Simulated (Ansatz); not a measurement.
GePt:
```xyz
8
Lattice="5.8363 0.0000 0.0000 0.0000 3.7520 0.0000 0.0000 0.0000 6.1640" Properties=species:S:1:pos:R:3 pbc="T T T"
Ge     4.7481     2.8140     3.6260
Ge     1.0882     0.9380     2.5380
Ge     4.0064     0.9380     0.5440
Ge     1.8299     2.8140     5.6200
Pt     0.0099     2.8140     1.1863
Pt     5.8264     0.9380     4.9777
Pt     2.9083     0.9380     4.2683
Pt     2.9280     2.8140     1.8957
```

Relaxed with PBE. Special points in fractions of this cell's reciprocal vectors: Γ (0.000, 0.000, 0.000); X (0.500, 0.000, 0.000); S (0.500, 0.500, 0.000); Y (0.000, 0.500, 0.000); Z (0.000, 0.000, 0.500); U (0.500, 0.000, 0.500); R (0.500, 0.500, 0.500); T (0.000, 0.500, 0.500).

**Question.** List the band energies nearest the Fermi level at these points for PBE (plane waves, PAW; program Ansatz).

**Answer.** In eV from the Fermi level; about four levels below and three above (degenerate sets whole), none deeper than 8.9 eV; points with the same levels are listed once.

```json
[
 {"k": "Γ", "below": "-2.36 -1.41 -1.34 -0.94", "above": "0.61 0.75 2.94"},
 {"k": "X", "below": "-2.39 -2.39 -0.08 -0.08", "above": "1.31 1.31 2.21 2.21"},
 {"k": "S", "below": "-1.83 -1.83 -1.83 -1.83", "above": "0.55 0.55 0.55 0.55"},
 {"k": "Y", "below": "-1.54 -1.54 -0.18 -0.18", "above": "1.99 1.99 2.09 2.09"},
 {"k": "Z", "below": "-1.77 -1.77 -0.03 -0.03", "above": "1.07 1.07 1.77 1.77"},
 {"k": "U", "below": "-2.77 -2.77 -1.30 -1.30", "above": "0.66 0.66 1.68 1.68"},
 {"k": "R", "below": "-2.38 -2.38 -2.38 -2.38", "above": "2.37 2.37 2.37 2.37"},
 {"k": "T", "below": "-2.39 -2.39 -2.08 -2.08", "above": "0.45 0.45 0.93 0.93"}
]
```

Space group Pnma. The cell was relaxed with PBE under the symmetry of its start. The run is not spin-polarised. Spin–orbit coupling is left out wherever it is not named.

Potentials: the later of the program's two PAW sets.
